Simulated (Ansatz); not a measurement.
Re (hcp (Mg type), P6_3/mmc) at seven volumes, PBEsol in the plane-wave PAW code Ansatz, shape and atoms relaxed at each. One row is withheld.

```json
[
 {"V (Å³/atom)": "13.245", "P (GPa)": "45.30"},
 {"V (Å³/atom)": "13.682", "P (GPa)": "27.71"},
 {"V (Å³/atom)": "14.119", "P (GPa)": "12.73"},
 {"V (Å³/atom)": "14.555", "P (GPa)": "-0.01"},
 {"V (Å³/atom)": "14.992", "P (GPa)": "-10.84"},
 {"V (Å³/atom)": "15.429", "P (GPa)": "-20.05"},
 {"V (Å³/atom)": "15.865", "P (GPa)": "?"}
]
```

Fit the shown pressures and predict the withheld one.

P = (3/2)B₀(x^(7/2) − x^(5/2))[1 + (3/4)(B′ − 4)(x − 1)] with x = (V₀/V)^(2/3). Least squares on the six rows gives V₀ = 14.556 Å³/atom, B₀ = 391 GPa, B′ = 4.36. At V = 15.865, x = 0.9442 and P = -27.92 GPa. The run itself gave -27.85 GPa.

Symmetry was held in the PBEsol relaxation. The run is not spin-polarised. Spin–orbit coupling is left out wherever it is not named.

Potentials: the later of the program's two PAW sets.
